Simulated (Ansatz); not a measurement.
## CdPd, one cell by several methods

```
CELL_PARAMETERS angstrom
3.02760 0.00000 0.00000
0.00000 3.02760 0.00000
0.00000 0.00000 3.63100
ATOMIC_POSITIONS crystal
Cd 0.00000 0.00000 0.00000
Pd 0.50000 0.50000 0.50000
```

Atoms are numbered in the order listed.

The conventional cell has a = 3.028 Å, b = 3.028 Å, c = 3.631 Å, α = 90.00°, β = 90.00°, γ = 90.00°. Around Cd (atom 1) lie 8 Pd at 2.81 Å and 4 Cd at 3.03 Å. Around Pd (atom 2) lie 8 Cd at 2.81 Å and 4 Pd at 3.03 Å.

The cell is COD entry 1524979, as deposited and not checked against the literature; nothing was relaxed.

Spin polarisation is left out, and whether a magnetic state lies lower isn't shown here.

All numbers are computed: DFT, PBEsol, PAW with Ansatz's default frozen-core files, scalar-relativistic (Ansatz 0.2.0); DFT, PBEsol, all-electron PAW with datasets made for the crystal, scalar-relativistic (Ansatz 0.2.0); DFT, PBEsol, all-electron LAPW, scalar-relativistic (Ansatz 0.2.0).

For PAW: a Γ-centred 11×11×9 k mesh, Fermi–Dirac smearing of 0.05 eV, cutoff 420 eV, no spin polarisation; the PAW files were made with PBE, and the program remakes their frozen cores for this functional. The crystal-made all-electron datasets (AE datasets) take a cutoff of 260 eV at this cell. LAPW targets a basis error of 0.5 meV/atom. The Ansatz runs share mesh, smearing and spin set-up. Plane-wave (PAW) pressures include the program's estimate of the Pulay term.

Stress and pressure are positive in compression.

Spin–orbit coupling is left out, which moves gradients at and beside heavy atoms by some per cent and at worst by a factor of two.

In a metal, gradients converge slowly with the k mesh: the values move by tens of per cent from one mesh to another, at times in sign, so only the comparison on one mesh counts.

Levels count from the Fermi level.

```csv
quantity,PAW,AE datasets,LAPW
pressure (GPa),-1.38,-1.40,-1.41
stress xx (GPa),-1.63,-1.66,-1.66
stress zz (GPa),-0.87,-0.89,-0.89
highest filled level at Z (eV),-1.561,-1.562,-1.562
lowest empty level at Z (eV),12.830,12.828,12.828
highest filled level at A (eV),-0.847,-0.847,-0.847
lowest empty level at A (eV),3.855,3.857,3.857
highest filled level at X (eV),-1.956,-1.955,-1.956
lowest empty level at X (eV),0.223,0.224,0.223
field gradient Vzz at Cd1 (10²¹ V/m²),-3.93,-4.02,–
field gradient Vzz at Pd2 (10²¹ V/m²),3.49,3.43,–
```

PAW's pressure differs from the LAPW value by +0.03 GPa.
